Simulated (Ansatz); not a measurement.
Data:

Relaxed HfO₂ (tetragonal-ZrO2 type, space group P4_2/nmc):

```
CELL_PARAMETERS angstrom
      7.20885     0.00000     0.00000
      0.00000     3.60443     0.00000
      0.00000     0.00000     5.26427
ATOMIC_POSITIONS crystal
  Hf 0.00000 0.00000 0.00000
  Hf 0.50000 0.00000 0.00000
  Hf 0.25000 0.50000 0.50000
  Hf 0.75000 0.50000 0.50000
  O  0.00000 0.50000 0.19324
  O  0.50000 0.50000 0.19324
  O  0.00000 0.50000 0.69324
  O  0.50000 0.50000 0.69324
  O  0.25000 0.00000 0.30676
  O  0.75000 0.00000 0.30676
  O  0.25000 0.00000 0.80676
  O  0.75000 0.00000 0.80676
```

A phonon eigenvector at X = (0.5, 0.0, 0.0) is frozen into this cell: atom i moves by Q times the vector below, so Q is the largest atomic displacement, in Å. The cell is held. It is one choice among 2 degenerate patterns. (q is in reciprocal vectors of the primitive cell; the cell shown is doubled to hold the pattern.)

| atom | x | y | z |
|---|---|---|---|
| Hf1 | 0.000 | 0.046 | 0.000 |
| Hf2 | 0.000 | -0.046 | 0.000 |
| Hf3 | 0.000 | -0.010 | 0.000 |
| Hf4 | 0.000 | 0.010 | 0.000 |
| O5 | 0.000 | -1.000 | 0.000 |
| O6 | 0.000 | 1.000 | 0.000 |
| O7 | 0.000 | 0.055 | 0.000 |
| O8 | 0.000 | -0.055 | 0.000 |
| O9 | 0.000 | 0.228 | 0.000 |
| O10 | 0.000 | -0.228 | 0.000 |
| O11 | 0.000 | -0.013 | 0.000 |
| O12 | 0.000 | 0.013 | 0.000 |

Level of theory: PBE (plane waves to 420 eV, PAW, scalar-relativistic; Ansatz, a quantum-chemistry and plane-wave program). k mesh 5×9×6 (Γ-centred), Fermi-Dirac smearing 0.05 eV. E stands for the smeared free energy. HfO2 is run without spin polarisation. HfO2 was relaxed with its symmetry unable to fall. Spin-orbit coupling is left out, though Hf is heavy. This is a high-temperature form of HfO2. ΔE is measured from the undisplaced structure.

The scan covers Q from -0.100 to 0.100 Å in 13 points.

Problem. Which space group does the distorted structure have?

Solution. Pc (No. 7), lowered from P4_2/nmc.

Problem. Is this a single well or a double well?

Solution. A single well with its minimum at or next to zero displacement.

Problem. What is the energy change at Q = 0.100 Å?

Solution. 205.1 meV/cell.

Problem. What harmonic wavenumber does the curvature at Q = 0 give?

Solution. 566 cm⁻¹.

(For displaced atoms, the force is minus the slope of the energy, and its curvature is a force constant, which sets phonon frequencies.)
